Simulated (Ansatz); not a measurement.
Here is the system:

MgH₂:
```yaml
crystal:
  lattice:
    - [4.51743, 0.00000, 0.00000]
    - [0.00000, 4.51743, 0.00000]
    - [0.00000, 0.00000, 3.01264]
  atoms:
    - { symbol: Mg, position: [0.00000, 0.00000, 0.00000] }
    - { symbol: Mg, position: [0.50000, 0.50000, 0.50000] }
    - { symbol: H, position: [0.30442, 0.30442, 0.00000] }
    - { symbol: H, position: [0.19558, 0.80442, 0.50000] }
    - { symbol: H, position: [0.69558, 0.69558, 0.00000] }
    - { symbol: H, position: [0.80442, 0.19558, 0.50000] }
```

This is the PBE-relaxed structure.

Question: All from plane-wave PAW PBE (Ansatz code), unless another level is named. Predict the band gap.

Answer: 3.72 eV (indirect).

Question: Predict the smallest direct gap on the standard path.

Answer: 4.55 eV.

Question: What about the electron effective mass?

Answer: 0.38, 0.45, 0.69 mₑ (principal values).

Question: Next, the weight of the conduction-edge state by species (Voronoi cells)?

Answer: H 65 %, Mg 35 %.

Question: Give the weight of the valence-edge state by species (Voronoi cells).

Answer: H 90 %, Mg 10 %.

Question: Predict the conduction-band minimum.

Answer: on the A–Z line, 21 % of the way from A (4 equivalent valleys).

Space group P4_2/mnm (rutile). The PBE relaxation kept the symmetry of its start; phonons on a q-mesh show no instability.

Potentials: the later of the program's two PAW sets.
